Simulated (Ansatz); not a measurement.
TlBr:
```yaml
crystal:
  lattice:
    - [4.05291, 0.00000, 0.00000]
    - [0.00000, 4.05291, 0.00000]
    - [0.00000, 0.00000, 4.05291]
  atoms:
    - { symbol: Tl, position: [0.00000, 0.00000, 0.00000] }
    - { symbol: Br, position: [0.50000, 0.50000, 0.50000] }
```

Relaxed with PBE. Special points in fractions of this cell's reciprocal vectors: Γ (0.000, 0.000, 0.000); X (0.000, 0.500, 0.000); M (0.500, 0.500, 0.000); R (0.500, 0.500, 0.500).

List the band energies nearest the valence-band maximum at these points for DFT-PBE in the program Ansatz with PAW potentials.

In eV from the valence-band maximum; about four levels below and three above (degenerate sets whole), none deeper than 8.9 eV; points with the same levels are listed once.

```csv
k,below,above
Γ,-4.52 -1.08 -1.08 -1.08,7.04 7.04 7.04
X,-5.22 -0.63 -0.63 0.00,1.99 5.77 5.77
M,-3.64 -2.57 -2.57 -0.55,4.82 4.82 7.22
R,-2.77 -1.66 -1.66 -1.66,2.35 2.35 2.35
```

Space group Pm-3m (CsCl type). Symmetry was held in the PBE relaxation. Scalar-relativistic: spin–orbit coupling is off unless named, which matters more the heavier the elements.

Potentials: the later of the program's two PAW sets.
